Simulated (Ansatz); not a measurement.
Starting cell, TiAl (CuAu type, space group P4/mmm):

```yaml
crystal:
  lattice:
    - [5.62584, 0.00000, 0.00000]
    - [0.00000, 2.81292, 0.00000]
    - [0.00000, 0.00000, 4.05841]
  atoms:
    - { symbol: Al, position: [0.25000, 0.50000, 0.50000] }
    - { symbol: Al, position: [0.75000, 0.50000, 0.50000] }
    - { symbol: Ti, position: [0.00000, 0.00000, 0.00000] }
    - { symbol: Ti, position: [0.50000, 0.00000, 0.00000] }
```

A phonon eigenvector at X = (0.5, 0.0, 0.0) is frozen into this cell: atom i moves by Q times the vector below, so Q is the largest atomic displacement, in Å. The cell is held. (q is in reciprocal vectors of the primitive cell; the cell shown is doubled to hold the pattern.)

```csv
atom,x,y,z
Ti3,-1.000,0.000,0.000
Ti4,1.000,0.000,0.000
```

Atoms not listed stay in place.

Computed with r2SCAN (plane waves to 500 eV, PAW, scalar-relativistic; Ansatz, an electronic-structure program). k mesh 8×16×12 (Γ-centred), Fermi-Dirac smearing 0.05 eV. Energies are smeared free energies. Left out: 4 of 13 points, with atoms too close for the PAW data. With partly filled bands, energies and forces of such displacements shift with the k mesh and the smearing. TiAl is run without spin polarisation. TiAl was relaxed with its symmetry unable to fall. The zero of ΔE is the undisplaced structure. The last digit holds for this mesh only.

| Q (Å) | ΔE (meV/cell) |
|---|---|
| -0.1867 | 488.2 |
| -0.1400 | withheld |
| -0.0933 | 119.6 |
| -0.0467 | 30.0 |
| 0.0000 | 0.0 |
| 0.0467 | 30.0 |
| 0.0933 | 119.6 |
| 0.1400 | withheld |
| 0.1867 | 488.2 |

Problem. Fit an even polynomial form (powers 2, 4) to the given rows and predict ΔE at Q = 0.1400.

Solution. Least squares on the 7 given rows: ΔE = (13660)·Q² + (9959)·Q⁴, in meV/cell with Q in Å; root-mean-square residual 0.10 meV/cell. At 0.1400 the fit gives 271.6 meV/cell; the calculation gives 271.4 meV/cell, so the interpolation is off by 0.2 (+0.1 %). The quadratic term alone would give 267.7 meV/cell.

(For displaced atoms, the force is minus the slope of the energy, and its curvature is a force constant, which sets phonon frequencies.)
